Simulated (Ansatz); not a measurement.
Si$_{3}$Ge:
```yaml
crystal:
  lattice:
    - [3.91387, 0.00000, 0.00000]
    - [0.00000, 3.91387, 0.00000]
    - [0.00000, 0.00000, 5.52721]
  atoms:
    - { symbol: Si, position: [0.50000, 0.00000, 0.75589] }
    - { symbol: Si, position: [0.00000, 0.00000, 0.00000] }
    - { symbol: Si, position: [0.00000, 0.50000, 0.24411] }
    - { symbol: Ge, position: [0.50000, 0.50000, 0.50000] }
```

Relaxed with PBE. Special points in fractions of this cell's reciprocal vectors: Γ (0.000, 0.000, 0.000); X (0.000, 0.500, 0.000); M (0.500, 0.500, 0.000); Z (0.000, 0.000, 0.500); R (0.000, 0.500, 0.500); A (0.500, 0.500, 0.500).

Q: List the band energies nearest the valence-band maximum at these points for plane-wave PAW PBE with spin–orbit coupling (Ansatz code).

A: In eV from the valence-band maximum; about four levels below and three above (degenerate sets whole), none deeper than 8.9 eV; points with the same levels are listed once.

| k | below | above |
|---|---|---|
| Γ | -0.02 -0.02 0.00 0.00 | 0.64 0.64 0.80 0.80 |
| X | -1.56 -1.56 -1.25 -1.25 | 2.10 2.10 2.48 2.48 |
| M | -2.87 -2.87 -2.81 -2.81 | 0.35 0.35 0.80 0.80 |
| Z | -1.83 -1.83 -1.76 -1.76 | 0.88 0.88 1.22 1.22 |
| R | -1.25 -1.25 -1.09 -1.09 | 0.85 0.85 1.29 1.29 |
| A | -3.80 -3.80 -3.76 -3.76 | 4.14 4.14 4.32 4.32 4.32 4.32 |

Space group P-4m2. The start of the workflow was typed in or built on a structure type; neither database checked (COD, Materials Project) lists it. Whether it is the stable phase at ambient conditions was not checked. The PBE relaxation kept the symmetry of its start; its stability against distortions is not shown here.

Potentials: the earlier of the program's two PAW sets.
